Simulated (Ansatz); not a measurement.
The cell of MnAgC4N4 is invented: two interpenetrating cyanide-bridged diamond nets (P-43m, No. 215). The dimensions are guesses.

```
Mn Ag C N
1.0
     6.03677    0.00000    0.00000
     0.00000    6.03677    0.00000
     0.00000    0.00000    6.03677
Mn Ag C N
1 1 4 4
Direct
  0.00000 0.00000 0.00000
  0.50000 0.50000 0.50000
  0.18535 0.18535 0.18535
  0.18535 0.81465 0.81465
  0.81465 0.18535 0.81465
  0.81465 0.81465 0.18535
  0.29725 0.29725 0.29725
  0.29725 0.70275 0.70275
  0.70275 0.29725 0.70275
  0.70275 0.70275 0.29725
```

Theory: DFT PBE, scalar-relativistic, plane waves, PAW in Ansatz 0.2.0. Cutoff 420 eV, Gaussian smearing, Γ-centred meshes. Cell and atoms relax on a converged mesh. In metals the finer mesh still leaves noise of several meV/atom or more. The steps can't lower the symmetry of their start. Collinear spin, starting moments Mn 4.0 μB.

A guess keeps its type if space group and coordination stay and the shape of the cell changes little (axis ratios within about 15 %, angles within 6°); the volume may change.

Question: Will the relaxed cell still be of the starting type?

Answer: It keeps its type. The symmetry stays P-43m (No. 215). The volume per atom grows by 8.7 %, from 22.0 to 23.9 Å³. The shortest distance stays 1.17 Å (C–N). Counting neighbours within 15 % of an atom's shortest distance, the start has Ag 4, C 1, Mn 4, N 1 and the end Ag 4, C 1, Mn 4, N 1.

The last run used collinear spin, a 6×6×6 mesh for its 10-atom cell and Gaussian smearing of 0.10 eV. In such compounds of Mn a zero gap at this level may well be an artefact, since no Hubbard U is applied. The magnetic state reached may not be the lowest. A structure relaxed within its symmetry needn't be a true minimum.
